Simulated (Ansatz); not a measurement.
**Na3Ca3InP4: Quadrupolar parameters**

The cell is a measured structure from the Crystallography Open Database (COD), its atoms then relaxed with PBE in this cell.

```cif
data_Na3Ca3InP4
_symmetry_space_group_name_H-M 'P6_3mc'
_symmetry_Int_Tables_number 186
_cell_length_a 9.3580
_cell_length_b 9.3580
_cell_length_c 7.1477
_cell_angle_alpha 90.000
_cell_angle_beta 90.000
_cell_angle_gamma 120.000
loop_
_atom_site_label
_atom_site_type_symbol
_atom_site_symmetry_multiplicity
_atom_site_Wyckoff_symbol
_atom_site_fract_x
_atom_site_fract_y
_atom_site_fract_z
Na Na 6 c 0.1368 0.8632 0.0746
Ca Ca 6 c 0.5286 0.4714 0.2363
In In 2 b 0.3333 0.6667 0.3558
P15 P 6 c 0.1857 0.8143 0.4759
P21 P 2 b 0.3333 0.6667 0.9926
```

One atom of each set is listed.

Method: Kohn–Sham DFT in Ansatz, PBE, plane waves and PAW, scalar-relativistic, 420 eV cutoff, Γ-centred 4×4×4 k-points, Fermi–Dirac smearing 0.02 eV.

Conventions: |V_zz| ≥ |V_yy| ≥ |V_xx|, η = (V_xx − V_yy)/V_zz, C_Q = eQV_zz/h.

23Na: I = 3/2, Q = 104.0 mb; 43Ca: I = 7/2, Q = -40.80 mb; ¹¹⁵In: I = 9/2, Q = 772.0 mb. Nuclear quadrupole moments: year-2017 set (Pyykkö).

Q: What field gradients does the calculation give at each kind of site?

A: 

```json
{"site": "Na", "atoms": "6", "first shell": "4 P at 2.79–3.24 Å", "V_xx, V_yy, V_zz (10²¹ V/m²)": "-0.020, -1.18, 1.20", "η": "0.97", "C_Q (MHz)": "3.01"}
{"site": "Ca", "atoms": "6", "first shell": "6 P at 2.89–3.61 Å; also 2 In at 3.28–3.52 Å, 4 Na at 3.38–3.72 Å, 4 Ca at 3.69–3.88 Å", "V_xx, V_yy, V_zz (10²¹ V/m²)": "-0.090, -0.66, 0.75", "η": "0.76", "C_Q (MHz)": "-0.737"}
{"site": "In", "atoms": "2", "first shell": "4 P at 2.54–2.60 Å", "V_xx, V_yy, V_zz (10²¹ V/m²)": "-1.95, -1.95, 3.90", "η": "0.00", "C_Q (MHz)": "72.7"}
{"site": "P15", "atoms": "6", "first shell": "1 In at 2.54 Å, 3 Na at 2.79–2.98 Å, 2 Ca at 2.97 Å; also 2 Ca at 3.33 Å", "V_xx, V_yy, V_zz (10²¹ V/m²)": "-1.57, -3.18, 4.75", "η": "0.34", "C_Q (MHz)": "–"}
{"site": "P21", "atoms": "2", "first shell": "1 In at 2.60 Å, 3 Ca at 2.89 Å; also 3 Na at 3.24 Å", "V_xx, V_yy, V_zz (10²¹ V/m²)": "-1.65, -1.65, 3.29", "η": "0.00", "C_Q (MHz)": "–"}
```

An axis of threefold or higher order runs through In and P21, so V_zz lies along it and η is zero. At P15 V_zz points along its shortest bond, to In (within 7°).

P has no stable isotope with a ground-state quadrupole moment in the table, so no C_Q is given.

Without spin–orbit coupling (the program notes it for In) the gradients can shift somewhat, as the gap is small. Where η is near 1 the sign of V_zz means little.

The relaxation (6 steps) took 2.5 min of wall time (5 min of CPU time) and 1.5 GiB at its peak, on 2 threads of Arm Neoverse V2 (aarch64; 8 cores open to the job, memory cap 5.0 GiB, no GPU), a shared host with a load of 0.5 a core.
